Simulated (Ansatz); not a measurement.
Polymorphs of MgO, each relaxed with plane-wave PAW PBEsol (Ansatz code):

A: CsCl type (Pm-3m), a = b = c = 2.6335 Å, α = β = γ = 90.00°

B: P3m1, a = b = 3.2655 Å, c = 15.5081 Å, α = β = 90.00°, γ = 120.00°

C: P6_3/mmc, a = 3.4943 Å, b = 3.4943 Å, c = 4.1951 Å, α = 90.00°, β = 90.00°, γ = 120.00°

D: P4_2/mnm, a = b = 5.5107 Å, c = 3.2764 Å, α = β = γ = 90.00°

E: rock salt (Fm-3m), a = b = c = 4.2150 Å, α = β = γ = 90.00°

F: wurtzite (P6_3mc), a = b = 3.3043 Å, c = 5.0156 Å, α = β = 90.00°, γ = 120.00°

Task: Rank these by energy per atom at 0 K (lowest first), as PBEsol gives it.

Result: E (+0 meV/atom), C (+66 meV/atom), F (+117 meV/atom), B (+131 meV/atom), D (+143 meV/atom), A (+737 meV/atom)

Task: Give each one's gap.

Result: A 2.47 eV; B 3.44 eV; C 3.28 eV; D 3.36 eV; E 4.62 eV; F 3.36 eV.

Typed or built starts, not in the databases checked: D. Not the usual ambient phase: A; B; C; D; F. Unstable at this level: A. All cells were relaxed under the symmetry of their starts (and spin orders); stability against distortions was not tested throughout.

Energies hold the estimated change up to a 700 eV cutoff; steps of a few meV lie near the error of the meshes.

Potentials: the earlier of the program's two PAW sets. The files were generated under PBE; for other functionals the program regenerates the frozen cores, and for LDA and PBEsol the local potential too.
